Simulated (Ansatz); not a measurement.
Input and command of a plane-wave DFT calculation in Ansatz:

```yaml
crystal:
  lattice:
    - [5.5024999288, 0.0, 0.0]
    - [0.0, 5.5024999288, 0.0]
    - [0.0, 0.0, 5.5024999288]
  atoms:
    - { symbol: Cs, position: [0.5, 0.5, 0.5], spin: -0.19 }
    - { symbol: V, position: [0.0, 0.0, 0.0], spin: 3.77 }
    - { symbol: S, position: [0.0, 0.5, 0.5], spin: -0.57 }
    - { symbol: S, position: [0.5, 0.0, 0.5], spin: -0.57 }
    - { symbol: S, position: [0.5, 0.5, 0.0], spin: -0.57 }
basis:
  ecutwfc: 500
kpoints:
  mp_grid: { grid: [8, 8, 8] }
hamiltonian:
  xc: r2scan
scf:
  occupations: { method: gaussian, width: 0.1 }
output:
  forces: true
  stress: true
  eigenvalues: true
  populations: true
magnetization:
  spin_polarized: true
relax:
  adjacent_minimum: "off"
  f_tol: 0.01
  max_steps: 80
  cell: { stress_tol: 0.05 }
```

```bash
ansatz run input.yaml --threads 1 --pin off --max-ram 2560MiB --backend cpu --events-out ev --progress --plain --runs-dir out
```

Processor: Arm Neoverse V2, 1 thread, on a host shared with other jobs.

Question: Estimate time, memory and problem size.

Answer: About 5.2 min on 1 thread of Arm Neoverse V2, with other jobs on the host, peak memory 1 GiB. It solves 28 bands at 35 k points (the mesh reduced by symmetry) with about 3911 plane waves (on the last cell), in 75 SCF iterations over 5 ionic steps.
